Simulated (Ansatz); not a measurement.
Squeezing TiTe2

```xyz
3
Lattice="3.7313 0.0000 0.0000 -1.8657 3.2314 0.0000 0.0000 0.0000 6.6580" Properties=species:S:1:pos:R:3 pbc="T T T"
Ti    0.0000    0.0000    0.0000
Te    1.8657    1.0771    1.7196
Te    0.0000    2.1543    4.9384
```

The base volume is that of a database entry, with shape and atoms relaxed on PAW files at held volume, so it needn't be at zero pressure; the structure needn't be the stable phase, at rest or compressed.

Its volume is scaled, and at each volume shape and atoms are relaxed on PAW files; all methods then take that cell.

Computed with Ansatz 0.2.0; functional PBEsol, scalar-relativistic. Settings: a Γ-centred 11×11×6 k mesh, Fermi–Dirac smearing of 0.05 eV, no spin polarisation. Methods: LAPW: all electrons, basis error target 1 meV/atom; PAW: frozen-core files, cutoff 420 eV; norm-conserving: pseudopotentials, cutoff 1143 eV.

Energies are extrapolated to zero smearing and count from the unscaled cell; pressure is positive in compression; gaps take the mesh and a band path. No temperature or zero-point motion is included.

Spin–orbit coupling is left out, which matters for the heavy atoms. The PAW files were made under PBE. The structure type is held throughout; the real material can change phase at far lower pressure.

```
V/V0  V (Å³/atom)  P LAPW (GPa)  ΔE LAPW (eV/atom)  P PAW − LAPW (GPa)  ΔE PAW − LAPW (meV/atom)  space group  shortest distance (Å)
1.00        26.76             ?              0.000                0.00                       0.0        P-3m1                  2.756
0.90        24.08          2.42              0.003                0.00                      -0.1        P-3m1                  2.722
0.65        17.39          44.1              0.735               -0.03                      -0.6        P-3m1                  2.544
0.40        10.70             ?              6.476               -0.16                      -3.1        P-3m1                  2.230
```

(1) Give the missing entry: row "0.40", column "P LAPW (GPa)".

(2) What belongs in the row "1.00", column "P LAPW (GPa)"?

(3) From the table, what is the rise of the enthalpy H = E + pV up to the last row, and how stiff is the crystal between the last two rows?

(4) At the smallest volume, how far does norm-conserving lie from LAPW in pressure?

(5) How do the Löwdin populations by LAPW change from the unscaled cell to the last row?

Results:

(1) 318.7.

(2) -1.38.

(3) ΔH = 6.476 eV + (318.7 GPa × 10.70 Å³ + 1.38 GPa × 26.76 Å³) × 0.006242 eV/(GPa·Å³) = 28.00 eV/atom, of which pV makes 77 %. The mean bulk modulus there is −ΔP/Δln V = 566 GPa.

(4) norm-conserving: -2.02 GPa, on a LAPW pressure of 318.7 GPa.

(5) Ti 3s 1.98 → 1.92, Ti 4s 0.57 → 0.47, Ti 3p 6.00 → 5.96, Ti 3d 2.92 → 4.36, Te 5s 1.85 → 1.58, Te 5p 4.33 → 3.86 electrons an atom. These are projections on the shells that the free atoms fill; 0.19 e a cell lies outside them at the start and 0.52 e at the end.
